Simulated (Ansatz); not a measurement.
This is a known allotrope of Hf, reached from a generated start. Known forms of Hf include space group No. 194.

A relaxed cell of Hf (Im-3m (No. 229)), relaxed on a k-mesh at least as fine as the one used below. Level of theory: PBEsol (plane waves to 420 eV, PAW, scalar-relativistic; Ansatz, a quantum-chemistry and plane-wave program). Γ-centred k-mesh 13×13×13 on the run's cell (coarser than for final values), Fermi–Dirac smearing 0.05 eV.

```xyz
2
Lattice="-3.4901 3.4901 3.4901 1.7450 -1.7450 1.7450 1.7450 1.7450 -1.7450" Properties=species:S:1:pos:R:3 pbc="T T T"
Hf     0.0000     0.0000     0.0000
Hf    -1.7450     1.7450     1.7450
```

The atoms are displaced along an unstable phonon of this cell by (Å):

```
atom     ux      uy      uz
----  -----  ------  ------
Hf1   0.000   0.106  -0.106
Hf2   0.000  -0.106   0.106
```

Problem. What forces (eV/Å) and pressure result?

Solution. 
```csv
atom,Fx,Fy,Fz
Hf1,0.00,0.28,-0.28
Hf2,0.00,-0.28,0.28
```

Pressure +0.6 GPa.

Problem. Estimate the energy cost of the displacement in the harmonic approximation and compare with the calculation.

Solution. For a harmonic well ΔE = −½ Σ F·u = -0.060 eV a cell, or -30 meV/atom. The calculated energy relative to the undisplaced cell is -0.04 eV/atom, so the harmonic estimate holds well.

The undisplaced cell is probably no minimum: from this displacement the run went on to P6₃/mmc (No. 194), 0.17 eV/atom below it.

No spin polarisation in the result.
